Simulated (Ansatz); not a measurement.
# Field gradients of SiO₂ from run to run

Cell of run 1: an entry of the Crystallography Open Database (COD), taken as it stands.

Space group P4_2/mnm (No. 136); a = 4.1667, c = 2.6645 Å.

```csv
site,Wyckoff,site symmetry,x,y,z
Si,2a,m.mm,0.0000,0.0000,0.0000
O,4f,m.2m,0.3061,0.3061,0.0000
```

One atom of each set is listed.

Relaxed positions (PBE, cell held):

Si (0.0000, 0.0000, 0.0000)
O (0.3053, 0.3053, 0.0000)

All runs are DFT with Ansatz 0.2.0 (plane waves and PAW, scalar-relativistic unless spin–orbit coupling is named, Γ-centred meshes, Fermi–Dirac smearing where given) in this cell.

Run 1: PBE, atoms as given; 420 eV, 7×7×11 k-points, smearing 0.02 eV.
Run 2: PBE, atoms relaxed; 420 eV, 7×7×11 k-points, smearing 0.02 eV.
Run 3: r2SCAN, at the relaxed atoms; 500 eV, 7×7×11 k-points, smearing 0.02 eV.
Run 4: LDA, at the relaxed atoms; 420 eV, 7×7×11 k-points, smearing 0.02 eV.
Run 5: PBEsol, at the relaxed atoms; 420 eV, 7×7×11 k-points, smearing 0.02 eV.

```
run  Si V_zz (η)     O V_zz (η)
  1  1.78 (0.60)  -11.02 (0.15)
  2  1.56 (0.62)  -11.10 (0.17)
  3            ?              ?
  4  1.54 (0.63)  -10.82 (0.16)
  5  1.54 (0.64)  -10.85 (0.17)
```

V_zz in 10²¹ V/m².

Problem. Estimate the row of run 3.

Solution. Si: 1.56 (0.62); O: -11.19 (0.17). It lies nearest to run 2, from whose tensors on these sites it differs by 0.09 at most (largest principal value of the difference, on O). Taken one at a time, the functional (between the two that differ most) moves the tensors on these sites by up to 0.37 (largest principal value of the change, on O), the positions of the atoms (as given or relaxed) by 0.22 (Si).

The cell isn't the equilibrium one in runs 1, 2, 5 (calculated pressure 13, 13, 6 GPa), and the entry's cell may itself be off.
